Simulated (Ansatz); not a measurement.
TaAg (L1₀ or tetragonal B2, space group No. 123) at seven volumes, PBE (plane waves, PAW; program Ansatz), shape and atoms relaxed at each. One row is withheld.

| V (Å³/atom) | P (GPa) |
|---|---|
| 16.032 | 18.43 |
| 16.561 | 11.20 |
| 17.089 | 5.13 |
| 17.618 | 0.00 |
| 18.146 | -4.33 |
| 18.675 | ? |
| 19.203 | -11.04 |

**Question.** Fit the shown pressures and predict the withheld one.

**Answer.** Third-order Birch–Murnaghan: P = (3/2)B₀(x^(7/2) − x^(5/2))[1 + (3/4)(B′ − 4)(x − 1)] with x = (V₀/V)^(2/3). Least squares on the six rows gives V₀ = 17.618 Å³/atom, B₀ = 156.7 GPa, B′ = 4.67. At V = 18.675, x = 0.9619 and P = -7.97 GPa. The run itself gave -7.98 GPa.

Space group P4/mmm (L1₀ or tetragonal B2). The start of the workflow was typed in or built on a structure type; neither database checked (COD, Materials Project) lists it. Its standing as an ambient phase is unchecked. Symmetry was held in the PBE relaxation; whether a distortion lowers the energy is not shown. The run is not spin-polarised. Its formation energy is positive at this level, so the cell may be metastable or incomplete. Spin–orbit coupling is left out wherever it is not named.

Potentials: the later of the program's two PAW sets.
